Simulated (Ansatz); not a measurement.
# Si3N4 — electric field gradients

The cell is a structure deposited in the COD, its atoms then relaxed with PBE in this cell.

Space group P6_3/m (No. 176); a = 7.6093, c = 2.9079 Å, γ = 120.00°.

```csv
site,Wyckoff,site symmetry,x,y,z
Si,6h,m..,0.1739,0.7678,0.2500
N7,2c,-6..,0.3333,0.6667,0.2500
N9,6h,m..,0.3298,0.0298,0.2500
```

One atom of each set is listed.

Computed with Ansatz: DFT, PBE, plane waves and PAW (field gradients read without the response of the frozen cores, which leaves them typically 4 to 6 % off), scalar-relativistic, 420 eV cutoff, Γ-centred 4×4×10 k-points, Fermi–Dirac smearing 0.02 eV.

Conventions: |V_zz| ≥ |V_yy| ≥ |V_xx|, η = (V_xx − V_yy)/V_zz, C_Q = eQV_zz/h.

14N: I = 1, Q = 20.44 mb. Nuclear quadrupole moments: year-2017 set (Pyykkö).

Q: What field gradients does the calculation give at each kind of site?

A: 

```csv
site,atoms,first shell,V_zz (10²¹ V/m²),η,C_Q (MHz)
Si,6,4 N at 1.73–1.74 Å,0.90,0.26,–
N7,2,3 Si at 1.73 Å,-5.11,0.00,-2.52
N9,6,3 Si at 1.74 Å,-5.16,0.07,-2.55
```

An axis of threefold or higher order runs through N7, so V_zz lies along it and η is zero. At N9 V_zz stands upright on the plane through its three neighbours (within 3°).

Si has no stable isotope with a ground-state quadrupole moment in the table, so no C_Q is given.

At this cell the PBE pressure is 5 GPa, so with PBE the cell would grow if it were relaxed.

The relaxation (6 steps) took 43 s of wall time (43 s of CPU time) and 0.53 GiB at its peak, on 1 thread of Intel Xeon Platinum 8259CL CPU @ 2.50GHz (Skylake/Cascade Lake) (x86_64; 8 cores open to the job, memory cap 3.0 GiB, no GPU), a shared host with a load of 0.4 a core.
